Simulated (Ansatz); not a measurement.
GeF₄:
```
CELL_PARAMETERS angstrom
     -2.58467     2.58467     2.58467
      2.58467    -2.58467     2.58467
      2.58467     2.58467    -2.58467
ATOMIC_POSITIONS crystal
  Ge 0.00000 0.00000 0.00000
  F  0.00000 0.62283 0.00000
  F  0.37717 0.37717 0.37717
  F  0.62283 0.00000 0.00000
  F  0.00000 0.00000 0.62283
```

Relaxed with LDA.

Give the Bader charges and basin volumes of the independent atoms, LDA in the plane-wave PAW code Ansatz.



```
atom  Bader charge (e)  Bader volume (Å³)
----  ----------------  -----------------
Ge1              +2.62                7.0
F2               -0.66               15.5
```

Space group I-43m. The first step of the workflow began from a Materials Project structure, measured or hypothetical; the Crystallography Open Database files this formula in space group No. 217, but the cells were not matched. Its standing as an ambient phase is unchecked. The LDA relaxation kept the symmetry of its start; its stability against distortions is not shown here. A crystal of weakly bound molecules computed without a dispersion correction: the cell and the soft elastic constants depend strongly on that.

Potentials: the later of the program's two PAW sets.
